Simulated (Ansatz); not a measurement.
SnO2:
```
SnO2
1.0
    3.55759     0.00000     0.00000
    0.00000     3.55759     0.00000
    0.00000     0.00000     5.40319
Sn O
2 4
Direct
  0.00000   0.00000   0.00000
  0.50000   0.50000   0.50000
  0.00000   0.50000   0.18205
  0.00000   0.50000   0.68205
  0.50000   0.00000   0.31795
  0.50000   0.00000   0.81795
```

Relaxed with PBEsol. Special points in fractions of this cell's reciprocal vectors: Γ (0.000, 0.000, 0.000); X (0.000, 0.500, 0.000); M (0.500, 0.500, 0.000); Z (0.000, 0.000, 0.500); R (0.000, 0.500, 0.500); A (0.500, 0.500, 0.500).

**Question.** List the band energies nearest the valence-band maximum at these points for PBEsol with spin–orbit coupling (plane waves, PAW; program Ansatz).

**Answer.** In eV from the valence-band maximum; about four levels below and three above (degenerate sets whole), none deeper than 8.9 eV; points with the same levels are listed once.

```csv
k,below,above
Γ,-0.11 -0.11 -0.10 -0.10,0.94 0.94 4.06 4.06
X,-0.49 -0.49 -0.49 -0.49,4.53 4.53 4.53 4.53
M,0.00 0.00 0.00 0.00,5.52 5.52 5.52 5.52
Z,-0.06 -0.06 -0.06 -0.06,3.50 3.50 3.50 3.50
R,-1.32 -1.32 -1.32 -1.32,4.82 4.82 4.82 4.82
A,-0.35 -0.35 -0.35 -0.35,5.91 5.91 5.91 5.91
```

Space group P4_2/nmc. The cell is a constructed one: a structure type filled with these elements; neither database checked (COD, Materials Project) lists it. It is not the phase usual at ambient conditions (space group No. 136). The cell was relaxed with PBEsol under the symmetry of its start. At this level the phase is mechanically unstable.

Potentials: the later of the program's two PAW sets.
